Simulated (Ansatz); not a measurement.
Structure: CaCdF4 on the sites of the fluorite structure (relaxed group P4/mmm), at its r2SCAN minimum. Space group P4/mmm (No. 123), tetragonal; a = 3.829 Å, c = 5.415 Å in the conventional setting, 13.23 Å³ an atom. Cd has 8 F at 2.34 Å; F has 2 Cd at 2.34 Å and 2 Ca at 2.35 Å; Ca has 8 F at 2.35 Å.

```cif
data_structure
_symmetry_space_group_name_H-M 'P4/mmm'
_symmetry_Int_Tables_number 123
_cell_length_a 3.8287
_cell_length_b 3.8287
_cell_length_c 5.4149
_cell_angle_alpha 90.000
_cell_angle_beta 90.000
_cell_angle_gamma 90.000
_cell_volume 79.38
loop_
_atom_site_label
_atom_site_type_symbol
_atom_site_symmetry_multiplicity
_atom_site_Wyckoff_symbol
_atom_site_fract_x
_atom_site_fract_y
_atom_site_fract_z
_atom_site_occupancy
Cd1 Cd 1 a 0.00000 0.00000 0.00000 1
F1 F 4 i 0.00000 0.50000 0.75077 1
Ca1 Ca 1 d 0.50000 0.50000 0.50000 1
```

The questions ask for values computed with the PAW code Ansatz on this geometry. Note: simulated data, non-magnetic, for a generated structure that need not be the stable one.

Given (6×6×6 mesh): The PBE gap is indirect, 4.29 eV (A to Γ), below the direct gap of 4.48 eV at Γ.

(1) Estimate the gap with r2SCAN on 6×6×6.

(2) Estimate the gap with HSE06 on 4×4×4.

(3) What are ε∞ and the Born charges with r2SCAN?

(4) Relaxed again with PBEsol, is the cell stable at the zone centre, and where do its optical modes lie?

(5) What do these levels agree on?

## Answers

(1) r2SCAN gives an indirect gap of 4.98 eV, from A to Γ; the least direct gap is 5.18 eV at Γ. The gap differs by +0.69 eV from PBE's.

(2) HSE06 gives an indirect gap of 6.38 eV, from A to Γ; the least direct gap is 6.60 eV at Γ. The gap differs by +2.09 eV from PBE's.

(3) The electronic dielectric tensor ε∞ is 2.40 along x and y, 2.39 along z. Born charges, averaged over directions: Cd +2.40, F -1.20, Ca +2.40 e. The program notes that the ground state's band table doesn't vouch for all the bands that the response reads.

(4) The zone-centre optical frequencies run from 110 to 390 cm⁻¹, none imaginary (the rest of the zone wasn't tested). With the long-range field the highest mode reaches 432 cm⁻¹.

(5) r2SCAN covers 33 % of the step from PBE to HSE06. All these functionals give a gap of the same kind, indirect.

The meshes of the hybrids are coarse, so their gaps aren't converged to the digits shown.
